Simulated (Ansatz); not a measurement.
MgS (rock salt, Fm-3m) at seven volumes, plane-wave PAW PBE (Ansatz code), scaled uniformly. One row is withheld.

```csv
V (Å³/atom),P (GPa)
16.270,8.45
16.806,5.19
17.343,2.40
17.879,0.00
18.415,-2.06
18.952,?
19.488,-5.34
```

Problem. Fit the shown pressures and predict the withheld one.

Solution. P = (3/2)B₀(x^(7/2) − x^(5/2))[1 + (3/4)(B′ − 4)(x − 1)] with x = (V₀/V)^(2/3). Least squares on the six rows gives V₀ = 17.879 Å³/atom, B₀ = 73.9 GPa, B′ = 4.08. At V = 18.952, x = 0.9619 and P = -3.82 GPa. The run itself gave -3.82 GPa.

The PBE relaxation kept the symmetry of its start.

Potentials: the earlier of the program's two PAW sets.
